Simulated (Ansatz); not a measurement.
## LaB$_{2}$C$_{2}$, first-principles data

LaB₂C₂:
```yaml
crystal:
  lattice:
    - [5.34132, 0.00000, 0.00000]
    - [0.00000, 5.34132, 0.00000]
    - [0.00000, 0.00000, 3.89070]
  atoms:
    - { symbol: La, position: [0.00000, 0.00000, 0.00000] }
    - { symbol: La, position: [0.50000, 0.50000, 0.00000] }
    - { symbol: B, position: [0.36291, 0.86291, 0.50000] }
    - { symbol: B, position: [0.13709, 0.36291, 0.50000] }
    - { symbol: B, position: [0.63709, 0.13709, 0.50000] }
    - { symbol: B, position: [0.86291, 0.63709, 0.50000] }
    - { symbol: C, position: [0.16165, 0.66165, 0.50000] }
    - { symbol: C, position: [0.33835, 0.16165, 0.50000] }
    - { symbol: C, position: [0.83835, 0.33835, 0.50000] }
    - { symbol: C, position: [0.66165, 0.83835, 0.50000] }
```

Space group P4/mbm (No. 127); conventional cell a = 5.3413 Å, b = 5.3413 Å, c = 3.8907 Å, α = 90.00°, β = 90.00°, γ = 90.00°.

Method: the program Ansatz at the LDA level (PAW). Geometry: relaxed at this level of theory. Other levels are named where they apply.

**Cell and energy**

| Property | Value |
|---|---|
| Volume per atom | 11.10 Å³ |
| Density | 5.52 g/cm³ |
| Formation energy from the elements (no fitted shifts) | -0.48 eV/atom |

**Electronic structure**

| Quantity | Result |
|---|---|
| Electronic character | metallic (no gap) |
| Density of states at the Fermi level | 0.19 states/eV per atom (mean over ±0.08 eV) |

**Mechanics**

| Property | Value |
|---|---|
| Bulk modulus (Birch–Murnaghan fit) | 166 GPa |
| Pressure derivative B′ | 4.0 |
| Elastic constants (relaxed ions, GPa) | C11 = 454, C12 = 183, C13 = 62.6, C33 = 237, C44 = 101, C66 = 180 |
| Mechanical stability | stable (all eigenvalues of C positive) |
| Hill bulk and shear moduli | 181 and 127 GPa |
| Young's modulus | 309 GPa |
| Poisson's ratio | 0.22 |
| Debye temperature from the elastic constants | 709 K |

**Phonons**

| Property | Value |
|---|---|
| Highest zone-centre frequency | 1319 cm⁻¹ |
| Zone-centre stability | no imaginary mode at Γ |

The workflow started from an entry of the Crystallography Open Database (COD), which files this formula under 2 space groups. Its standing as an ambient phase is unchecked. The LDA relaxation kept the symmetry of its start. As this level gives no gap, shear constants depend on the k-mesh and smearing (Fermi–Dirac, 0.1 eV here). As this level gives no gap, phonon frequencies hold no LO–TO term and depend on the k-mesh and smearing (Fermi–Dirac, 0.1 eV here). The references are the lowest solids computed at this level, not always the standard phases. Scalar-relativistic: spin–orbit coupling is off unless named, which matters more the heavier the elements.

Potentials: the later of the program's two PAW sets.
